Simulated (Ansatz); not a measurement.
Here is the system:

Sr (fcc, Cu type)

```xyz
2
Lattice="0.0000 6.0289 6.0289 3.0145 3.0145 6.0289 3.0145 3.0145 0.0000" Properties=species:S:1:pos:R:3 pbc="T T T"
Sr     0.0000     0.0000     0.0000
Sr     3.0145     6.0289     3.0145
```

A phonon eigenvector at X = (0.5, 0.5, 0.0) is frozen into this cell: atom i moves by Q times the vector below, so Q is the largest atomic displacement, in Å. The cell is held. It is one choice among 2 degenerate patterns. (q is in reciprocal vectors of the primitive cell; the cell shown is doubled to hold the pattern.)

| atom | x | y | z |
|---|---|---|---|
| Sr1 | 0.000 | 1.000 | 0.000 |
| Sr2 | 0.000 | -1.000 | 0.000 |

Level of theory: PBE (plane waves to 420 eV, PAW, scalar-relativistic; Ansatz, a first-principles code). k mesh 13×13×13 (Γ-centred), Fermi-Dirac smearing 0.05 eV. The energy includes the smearing's −TS. With partly filled bands, energies and forces of such displacements shift with the k mesh and the smearing. Sr was relaxed with its symmetry unable to fall. The zero of ΔE is the undisplaced structure.

The scan covers Q from -0.280 to 0.280 Å in 13 points.

Q: Is this a single well or a double well?

A: A single well with its minimum at or next to zero displacement.

Q: Which space group does the distorted structure have?

A: Cmcm (No. 63), lowered from Fm-3m.

Q: What is the energy change at Q = 0.280 Å?

A: 152 meV/cell.

Q: What harmonic wavenumber does the curvature at Q = 0 give?

A: 78 cm⁻¹.

(For displaced atoms, the force is minus the slope of the energy, and its curvature is a force constant, which sets phonon frequencies.)
